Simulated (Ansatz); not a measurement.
The elements of this relaxed trial crystal are hidden behind letters.

```
lattice vectors (Å)
   5.3707    0.0000    0.0000
  -2.6854    4.6512    0.0000
   0.0000    0.0000   11.6967
fractional positions
X 0.0000 0.0000 0.0000
Z 0.0000 0.0000 0.5000
Q 0.0000 0.0000 0.7359
Q 0.0000 0.0000 0.2641
Q 0.3333 0.6667 0.5000
Q 0.6667 0.3333 0.5000
```

All numbers below come from DFT PBE, scalar-relativistic, plane waves, PAW, and for the lanthanide a 4f-in-core norm-conserving potential, in Ansatz 0.2.0. Settings of the last relaxation (6-atom cell): 690 eV, 6×6×4 k points, Gaussian smearing of 0.02 eV, no spin polarisation.

```
Space group                              : P6/mmm (No. 191)
Conventional cell                        : a = 5.371 Å, c = 11.697 Å
Volume per atom                          : 48.70 Å³
Density                                  : 3.24 g/cm³
Energy over the elements                 : −1.530 eV/atom
Gap on the 6×6×4 mesh of the 6-atom cell : 0.85 eV
```

Energies are uncorrected and count from the elements' standard states at the same level.

Problem. X is an s-block element of period 5, Z is a lanthanide and Q is a p-block element of period 4. Which elements are they?

Solution. X = Rb, Z = Ho, Q = Br, so the formula is RbHoBr4. Density times volume gives a mean mass of 3.24 × 48.70/1.6605 = 95.0 u per atom, and this set has 95.0 u. Rb is surrounded by 2 Br at 3.09 Å; around Ho lie 2 Br at 2.76 Å and 6 Br at 3.10 Å; around Br on a site of symmetry 6mm lie 1 Ho at 2.76 Å and 1 Rb at 3.09 Å; 1 more site not described. Other sets within the hints have nearly the same mass, so mass alone doesn't settle it; this one was computed.

Kohn–Sham gaps at this level usually fall short of measured ones. Symmetry constrained the relaxation, so the result can be a saddle point. Another cell of RbHoBr4 relaxed alike, in P4/mmm, lies 232 meV/atom lower, so this cell isn't the stable form at this level.

The lanthanide is trivalent by construction, without f bands, f moments or other valences. The reference runs of the other elements, and any phases without the lanthanide, used 420 eV, which shifts energies against them by under 10 meV/atom. The lanthanide's reference is the lowest of its hcp, dhcp and fcc cells.
